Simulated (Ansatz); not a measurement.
SiGe$_{3}$:
```
SiGe3
1.0
    3.96671     0.00000     0.00000
    0.00000     3.96671     0.00000
    0.00000     0.00000     5.60008
Si Ge
1 3
Cartesian
  0.00000   0.00000   0.00000
  1.98336   0.00000   1.36840
  1.98336   1.98336   2.80004
  0.00000   1.98336   4.23168
```

Relaxed with r²SCAN.

Give the Bader charges and basin volumes of the independent atoms, the program Ansatz at the r²SCAN level (PAW).



```
atom  Bader charge (e)  Bader volume (Å³)
----  ----------------  -----------------
Si1              +0.34               19.6
Ge2              -0.17               23.1
Ge3               0.00               22.4
```

Space group P-4m2. The start of the workflow was typed in or built on a structure type; neither database checked (COD, Materials Project) lists it. Its standing as an ambient phase is unchecked. The cell was relaxed with r²SCAN under the symmetry of its start; whether a distortion lowers the energy is not shown.

Potentials: the earlier of the program's two PAW sets. The files were generated under PBE; for other functionals the program regenerates the frozen cores, and for LDA and PBEsol the local potential too.
